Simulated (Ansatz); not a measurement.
Cs₃Bi₂:
```
Cs3Bi2
1.0
    5.07080     5.26935     0.00000
   -5.07080     5.26935     0.00000
   -2.71085     0.00000     9.90624
Bi Cs
4 6
Direct
  0.88097   0.69184   0.16230
  0.69184   0.88097   0.33770
  0.11903   0.30816   0.83770
  0.30816   0.11903   0.66230
  0.75568   0.33873   0.48112
  0.33873   0.75568   0.01888
  0.24432   0.66127   0.51888
  0.66127   0.24432   0.98112
  0.15517   0.15517   0.25000
  0.84483   0.84483   0.75000
```

Relaxed with r²SCAN. Special points in fractions of this cell's reciprocal vectors: Γ (0.000, 0.000, 0.000); A (0.000, 0.000, 0.500); I2 (0.465, 0.465, 0.500); I (-0.465, 0.535, 0.500); M2 (-0.500, 0.500, 0.500); Y (0.500, 0.500, 0.000); L2 (0.000, 0.500, 0.500); V2 (0.000, 0.500, 0.000).

Q: List the band energies nearest the Fermi level at these points for the program Ansatz at the r²SCAN level (PAW).

A: In eV from the Fermi level; about four levels below and three above (degenerate sets whole), none deeper than 8.9 eV; points with the same levels are listed once.

```tsv
k	below	above
Γ	-0.41 -0.36 -0.22 -0.05	1.22 1.32 2.40
A	-0.23 -0.23 -0.08 -0.08	1.66 1.66 2.04 2.04
I2	-0.12 -0.12 -0.03 -0.03	1.61 1.61 2.08 2.08
M2	-0.12 -0.12 -0.02 -0.02	1.60 1.60 2.07 2.07
Y	-1.21 -1.13 -0.49 -0.32	0.09 0.11 1.31
L2	-1.08 -0.21 -0.13 -0.04	0.02 0.99 2.09
V2	-1.16 -0.37 -0.26 -0.07	0.07 1.72 1.81
```

Space group C2/c. The workflow started from an entry of the Crystallography Open Database (COD, 293 K). Whether it is the stable phase at ambient conditions was not checked. Symmetry was held in the r²SCAN relaxation; whether a distortion lowers the energy is not shown. Spin–orbit coupling is left out wherever it is not named.

Potentials: the later of the program's two PAW sets.
